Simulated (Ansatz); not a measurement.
Is this LiAg3Cl3 structure a true minimum?

The structure comes from a generated guess, relaxed at this level; another structure or a mixture of phases may lie lower.

The calculation used DFT PBE, scalar-relativistic, plane waves, PAW (Ansatz). Cutoff 420 eV; k points 6×12×6 on the computed 7-atom cell (Γ-centred); Gaussian smearing, width 0.10 eV; no spin polarisation.

The cell below (7 atoms, space group Pm (No. 6)) is relaxed within its symmetry.

```
CELL_PARAMETERS angstrom
6.91524 0.00000 0.00000
0.00000 3.38248 0.00000
-3.36987 0.00000 6.16202
ATOMIC_POSITIONS crystal
Li 0.54991 0.50000 0.22191
Ag 0.98853 0.50000 0.11040
Ag 0.61565 0.50000 0.70309
Ag 0.98627 0.00000 0.77184
Cl 0.31802 0.50000 0.84406
Cl 0.84024 0.00000 0.32459
Cl 0.36808 0.00000 0.35751
```

For the test it was strained at random (σ = 1.5 % a component), the atoms were moved at random (σ = 0.10 Å), and all was relaxed again on a coarse 6×4×4 mesh (in the run’s order of axes) with 0.20 eV smearing, with no symmetry imposed.

An odd number of electrons in the primitive cell allows no gap without spin; a larger cell or a magnetic state could open one.

Task: Is the structure stable against such a distortion?

Result: It doesn't return. The energy falls by 11 meV/atom on that mesh, the volume changes by 9.6 %, and the end has space group Cm (No. 8) at a loose tolerance. Relaxed again on a 12×12×6 mesh with 0.10 eV smearing, the new structure lies 10 meV/atom below the first (mesh in the axes of the run's cell; the cell below is made exact in the group named). Space group Cm (No. 8), monoclinic, a = 14.412 Å, b = 3.550 Å, c = 6.785 Å, β = 115.1°. Li is surrounded by 4 Cl at 2.34–2.35 Å and 1 Ag at 3.09 Å; Ag on its first site has 3 Cl at 2.68–2.69 Å, 3 Ag at 2.78–2.85 Å and 1 Li at 3.09 Å; Ag on its second site has 2 Cl at 2.65 Å, 3 Ag at 2.78–2.87 Å and 1 Cl at 3.00 Å; Cl on its first site is surrounded by 1 Li at 2.35 Å, 2 Ag at 2.61 Å and 1 Ag at 3.00 Å; 3 more sites not described.

```
Li Ag Cl
1.0
     7.20624   -1.77502    0.00000
     7.20624    1.77502    0.00000
    -2.87392    0.00000    6.14578
Li Ag Cl
1 3 3
Cartesian
  4.0733 0.0000 2.2505
  3.3330 0.0000 5.2519
  6.0553 0.0000 5.8172
  -0.0208 0.0000 1.1103
  6.3479 0.0000 2.8324
  10.1198 0.0000 3.2733
  0.7909 0.0000 6.0959
```
